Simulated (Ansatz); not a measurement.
This log comes from Ansatz, run on Ga₃Sb₂N as one 6-atom ordering (P3m1) on the zincblende lattice. The start is a rough guess from atomic radii.

The cell given to it:
```
N Sb Ga
1.0
     3.80819    0.00000    0.00000
    -1.90410    3.29799    0.00000
     0.00000    0.00000    9.32813
N Sb Ga
1 2 3
Direct
  0.00000 0.00000 0.00000
  0.33333 0.66667 0.33333
  0.66667 0.33333 0.66667
  0.33333 0.66667 0.08333
  0.66667 0.33333 0.41667
  0.00000 0.00000 0.75000
```

The log, with set-up remarks and timings taken out:
```
Pseudopotential: N, paw, valence charge 5, recommended cutoff 420 eV (normal)
Pseudopotential: Sb, paw, valence charge 15, recommended cutoff 420 eV (normal)
Pseudopotential: Ga, paw, valence charge 13, recommended cutoff 420 eV (normal)
Functional definition: PBE
Crystal: 6 atoms, lattice volume = 117.156 Å³
Basis set: ecut = 420 eV, 2287 PW (Γ)
Bands: 45, of which v1, the nominal top of the filled ones, is band 37 counted from 1 (36 counted from 0)
Symmetry: 6 space group operations
Space group: P3m1 (ITA 156)
k-points: 69 of 576 (time reversal used)
preconditioner: auto → Resta (q_TF=auto, 2.527 Å⁻¹)  ε∞=3.2  [σ=0.020 eV  ℏωp=29.5 eV]
relax step 1: F+E_penalty+E_count = -24697.01824043 eV  max|allowed force component| = 5.482e0 eV/Å  Δτ_max = 0.0000 Å  P = +25.373 GPa  Ω = 117.156 Å³
relax step 2: F+E_penalty+E_count = -24699.63457744 eV  max|allowed force component| = 3.339e0 eV/Å  Δτ_max = 0.1948 Å  P = +10.842 GPa  Ω = 126.863 Å³
relax step 3: F+E_penalty+E_count = -24700.65686901 eV  max|allowed force component| = 1.248e0 eV/Å  Δτ_max = 0.1948 Å  P = +5.393 GPa  Ω = 132.246 Å³
relax step 4: F+E_penalty+E_count = -24700.87443952 eV  max|allowed force component| = 1.032e0 eV/Å  Δτ_max = 0.1587 Å  P = +1.996 GPa  Ω = 137.683 Å³
relax step 5: F+E_penalty+E_count = -24700.92666549 eV  max|allowed force component| = 3.169e-1 eV/Å  Δτ_max = 0.0480 Å  P = +0.042 GPa  Ω = 141.969 Å³
relax step 6: F+E_penalty+E_count = -24700.93637821 eV  max|allowed force component| = 1.221e-1 eV/Å  Δτ_max = 0.0238 Å  P = +0.083 GPa  Ω = 141.452 Å³
relax step 7: F+E_penalty+E_count = -24700.93778487 eV  max|allowed force component| = 3.003e-2 eV/Å  Δτ_max = 0.0132 Å  P = -0.002 GPa  Ω = 141.756 Å³
relax step 8: F+E_penalty+E_count = -24700.93796620 eV  max|allowed force component| = 3.025e-3 eV/Å  Δτ_max = 0.0030 Å  P = +0.000 GPa  Ω = 141.664 Å³
relax step 9: F+E_penalty+E_count = -24700.97152570 eV  max|allowed force component| = 7.714e-3 eV/Å  Δτ_max = 0.0000 Å  P = +0.288 GPa  Ω = 141.664 Å³  (SCF on a basis re-selected at this cell)
relax step 10: F+E_penalty+E_count = -24700.97176021 eV  max|allowed force component| = 5.977e-3 eV/Å  Δτ_max = 0.0029 Å  P = +0.014 GPa  Ω = 142.375 Å³
relax step 11: F+E_penalty+E_count = -24700.97174285 eV  max|allowed force component| = 9.348e-4 eV/Å  Δτ_max = 0.0009 Å  P = +0.000 GPa  Ω = 142.419 Å³
relax step 12: F+E_penalty+E_count = -24700.97223719 eV  max|allowed force component| = 8.509e-4 eV/Å  Δτ_max = 0.0000 Å  P = -0.000 GPa  Ω = 142.419 Å³  (SCF on a basis re-selected at this cell)
Free energy (F): -24700.972237 eV
Internal energy: -24700.970626 eV  (E = F + TS)
E sigma→0 (E₀):  -24700.971432 eV
Entropy (-TS):   -0.001611 eV (-0.269 meV/atom)
Fermi energy:    7.763109 eV
--- Per-component energies (eV) ---
  E_band       = -574.830462
  E_kinetic    = 883.966815
  E_local      = -9967.484661
  E_nonlocal   = 2046.453022
  E_hartree    = 4572.970280
  E_xc         = -541.191009
  E_vxc        = -438.717890
  E_paw        = -15245.826562
  E_vpaw       = -2244.988423
  E_ewald      = -6449.858279
  E_smearing   = -0.001611
--- Forces (eV/Å), atoms counted from 1 ---
  atom   1  N       0.00000      0.00000    -0.00084
  atom   2  Sb      0.00000      0.00000    -0.00067
  atom   3  Sb      0.00000      0.00000      0.00008
  atom   4  Ga      0.00000      0.00000      0.00009
  atom   5  Ga      0.00000      0.00000      0.00050
  atom   6  Ga      0.00000      0.00000      0.00085
--- Stress (GPa, compression-positive) ---
        0.000975       0.000000       0.000000
        0.000000       0.000975       0.000000
        0.000000       0.000000      -0.003133
  P = ⅓ Tr σ = -0.0004 GPa (-0.004 kbar)
--- Relaxed structure (10 steps of the walk, 10 accepted, 2 SCFs on fresh bases) ---
  F+E_penalty+E_count = -24700.97223719 eV   max|allowed force component| = 8.509e-4 eV/Å
  cell:  # Å, volume = 142.4186 Å³
    - [4.038146, 0.000000, 0.000000]
    - [-2.019073, 3.497137, 0.000000]
    - [0.000000, 0.000000, 10.084909]
  atoms:
    - { symbol: N, position: [0.000000, 0.000000, -0.005687] }
    - { symbol: Sb, position: [0.333333, 0.666667, 0.310129] }
    - { symbol: Sb, position: [0.666667, 0.333333, 0.682843] }
    - { symbol: Ga, position: [0.333333, 0.666667, 0.039251] }
    - { symbol: Ga, position: [0.666667, 0.333333, 0.420589] }
    - { symbol: Ga, position: [0.000000, 0.000000, 0.802875] }
```

**Question.** Write the input file that gave this output.

**Answer.**
```yaml
crystal:
  # lattice and atoms as above
kpoints:
  mp_grid: { grid: [12, 12, 4] }
hamiltonian:
  xc: pbe
scf:
  occupations: { method: fermi_dirac, width: 0.02 }
relax:
  f_tol: 0.005
  cell: {}
```
The relax steps with a changing cell volume need the relax block with cell. Keys that aren't typed take their defaults; thresholds and the kind of smearing can't be read off these lines.

Run as `ansatz run input.yaml --threads 2 --pin off --max-ram 18432MiB --backend cpu --events-out ev --progress --plain --runs-dir out`. Wall time 2.1 min on 2 threads of AMD EPYC 7R13 Processor (Zen 3), on a shared host, load about 1.3 per core; peak host memory 0.77 GiB.

Computed, not measured; no magnetism was allowed, and whether the structure is a known phase isn't checked.

Overlapping bands make a metal at that level, for which these meshes are coarse; small forces, stresses and energy differences are uncertain. A small overlap in a semilocal functional can be an artefact that a hybrid or GW lifts.
